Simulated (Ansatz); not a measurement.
CdAu: a vibration from a frozen displacement

Computed with DFT PBEsol, scalar-relativistic, plane waves, PAW (Ansatz 0.2.0). Settings: plane waves to 420 eV, k-mesh 14×14×14 (Γ-centred), Gaussian smearing 0.15 eV. Spin–orbit coupling is left out, which matters for the heavy elements here. No spin polarisation. Energies are free energies at this smearing, counted from the undisturbed cell; pressure is positive in compression.

The starting cell (as given, not relaxed at this level; it stands at -2.2 GPa):

```yaml
crystal:
  lattice:
    - [3.34000, 0.00000, 0.00000]
    - [0.00000, 3.34000, 0.00000]
    - [0.00000, 0.00000, 3.34000]
  atoms:
    - { symbol: Cd, position: [0.50000, 0.50000, 0.50000] }
    - { symbol: Au, position: [0.00000, 0.00000, 0.00000] }
```

Every Au atom is moved by x along the Cartesian unit vector (0.000, 0.000, 1.000); the cell and all other atoms stay fixed. The cell's volume is 37.26 Å³; the moved atoms weigh 196.967 u together and the others 112.414 u. Some rows repeat others by symmetry and weren't run.

| x (Å) | ΔE (meV/cell) | total force on the moved atoms along the move (eV/Å) | pressure (GPa) |
| --- | --- | --- | --- |
| -0.5000 | 431.74 | 1.7079 | 7.9104 |
| -0.4375 | 331.32 | 1.5041 | 5.6406 |
| -0.3750 | 243.86 | 1.2941 | 3.6234 |
| -0.3125 | 169.62 | 1.0812 | 1.8778 |
| -0.2500 | 108.73 | 0.8670 | 0.4217 |
| -0.1875 | 61.26 | 0.6519 | -0.7285 |
| -0.1250 | 27.26 | 0.4357 | -1.5594 |
| -0.0625 | 6.82 | 0.2182 | -2.0614 |
| 0.0000 | 0.00 | 0.0000 | -2.2293 |
| 0.0625 | 6.82 | -0.2182 | -2.0614 |
| 0.1250 | 27.26 | -0.4357 | -1.5594 |
| 0.1875 | 61.26 | -0.6519 | -0.7285 |
| 0.2500 | 108.73 | -0.8670 | 0.4217 |
| 0.3125 | 169.62 | -1.0812 | 1.8778 |
| 0.3750 | 243.86 | -1.2941 | 3.6234 |
| 0.4375 | 331.32 | -1.5041 | 5.6406 |
| 0.5000 | 431.74 | -1.7079 | 7.9104 |

**Question.** What frequency belongs to this motion?

**Answer.** The force constant is k = −dF/dx = 3.491 eV/Å², from the parabola through x = -0.0625, 0 and 0.0625. In every cell the moved atoms swing against the rest, so the mass is μ = m₁m₂/(m₁ + m₂) = 71.568 u, and ν̃ = 521.5 cm⁻¹ × √(|k|/μ) = 115 cm⁻¹, at this cell's pressure of -2.2 GPa. To first order in x, and within 1 %, the force on every atom lies along the move and, within each of the two groups, in proportion to the atom's mass, so this is itself a mode at the zone centre of this cell.

**Question.** How far does the harmonic law reach?

**Answer.** At x = -0.500 Å, kx²/2 = 436.40 meV against the computed 431.74 meV (-1.1 %): the well is still close to harmonic there.

**Question.** The pressure changes with x². What does that say about the frequency under compression?

**Answer.** With E = k(V)x²/2, k ∝ V^(−2γ) and x scaling with the cell as V^(1/3), P − P0 = −∂E/∂V = (2γ − 2/3) ΔE/V. At x = 0.1250 Å, V(P − P0) = 37.26 × 0.66988 / 160.2 eV = 155.79 meV and ΔE = 27.26 meV, so γ = 1/3 + V(P − P0)/(2ΔE) = 3.19. This is the Grüneisen parameter of the motion under uniform scaling of the cell: shrinking the cell evenly by 1 % in volume raises the frequency by about 3.19 %.

In a metal these slopes depend on the k mesh and the smearing.